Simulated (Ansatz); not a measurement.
# E(q) of FeRu (P-6m2)

```yaml
crystal:
  lattice:
    - [2.64280, 0.00000, 0.00000]
    - [-1.32140, 2.28873, 0.00000]
    - [0.00000, 0.00000, 4.07023]
  atoms:
    - { symbol: Fe, position: [0.00000, 0.00000, 0.50000] }
    - { symbol: Ru, position: [0.66667, 0.33333, 0.00000] }
```

The source of the geometry is a structure from the Materials Project; atoms and cell stay fixed.

Functional, mesh and filling: LDA, 12×12×6 k mesh, Fermi–Dirac smearing of 0.05 eV. PAW means Ansatz 0.2.0 on its default frozen-core files. Site moments are integrated in spheres about the atoms. Start moments (μB): Fe1 3, Ru2 1.5.

Flat spirals without spin–orbit coupling: moments start in the xy plane and turn about z by q·R from cell to cell, and their directions inside a cell are free. q runs from Γ to M = (0.500, 0.000, 0.000) in reciprocal cell vectors. Energies count from each method's run at q = 0. Each q is a vector of the k mesh, and the mesh is shifted by q/2 where needed, so that both spin components are sampled on the same points as at q = 0.

```json
{"fraction of Γ–M": "0.000", "q (1/Å)": "0.000", "ΔF PAW (meV/cell)": "0.0", "largest moment, PAW (μB)": "0.00"}
{"fraction of Γ–M": "0.167", "q (1/Å)": "0.229", "ΔF PAW (meV/cell)": "0.0", "largest moment, PAW (μB)": "0.00"}
{"fraction of Γ–M": "0.333", "q (1/Å)": "0.458", "ΔF PAW (meV/cell)": "0.0", "largest moment, PAW (μB)": "0.00"}
{"fraction of Γ–M": "0.500", "q (1/Å)": "0.686", "ΔF PAW (meV/cell)": "-1.7", "largest moment, PAW (μB)": "0.78"}
{"fraction of Γ–M": "0.667", "q (1/Å)": "0.915", "ΔF PAW (meV/cell)": "-9.4", "largest moment, PAW (μB)": "0.99"}
{"fraction of Γ–M": "0.833", "q (1/Å)": "1.144", "ΔF PAW (meV/cell)": "-11.4", "largest moment, PAW (μB)": "1.00"}
{"fraction of Γ–M": "1.000", "q (1/Å)": "1.373", "ΔF PAW (meV/cell)": "-10.6", "largest moment, PAW (μB)": "1.01"}
```

The lowest point lies at 0.833 of the way, 11.4 meV/cell under q = 0, so a modulated state wins along this line. At q = 0 the moments die out.

The PAW files were made with PBE; the program remakes their cores once for the run's functional and then keeps them frozen. The Ansatz runs typed with the search for lower states off end where their start leads. The magnetic state is the one that this cell and start allow. It needn't be the compound's measured order, which may need a larger cell or be absent.
